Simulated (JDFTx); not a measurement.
```json
{
 "surface": "Pt(110)",
 "bulk": "Pt, Fm-3m, lattice of mp-126 (not re-optimised)",
 "slab": "8 atoms in 8 planes, 1x1, 9.6 Å between the outermost planes",
 "in-plane cell": "2.788 × 3.943 Å, 10.99 Å²",
 "cell_height": "25.8 Å",
 "sampling": "8×6×1 k mesh, Fermi smearing 0.01 Ha, no spin polarisation"
}
```

Computed with a modified build of JDFTx: PBE, GBRV ultrasoft potentials, plane waves to 20/100 Ha. Liquid: SCCS (g09 parameters), water, 0.5 M NaCl. Between zero charge and -0.39 V from it the run gives σ = -4.1 μC/cm², a mean capacitance of 10.3 μF/cm². The liquid has ε = 78.4, a 1:1 salt at 0.5 M with linear (Debye) response, and T = 298 K.

A calculation by hand: the Debye length, the diffuse-layer capacitance, and the inner capacitance that is left when the two stand in series.

Each ion has density c = 0.5 × 6.022×10⁻⁴ = 3.011e-04 Å⁻³. λ² = ε kT / (8π (e²/4πε₀) c) with kT = 0.02568 eV and e²/4πε₀ = 14.40 eV Å gives λ = 4.30 Å; the log prints 4.30 Å. C_diffuse = ε₀ε/λ = 161 μF/cm². Then 1/C_inner = 1/10.3 − 1/161, so C_inner = 11.0 μF/cm², which equals a vacuum gap of ε₀/C_inner = 0.80 Å. The diffuse layer takes 6 % of the potential drop; the rest lies between the electrode's charge and the onset of the dielectric, with the electrode's own (quantum) capacitance in it. The split is a model: in the calculation solvent and ions share one smooth cavity.
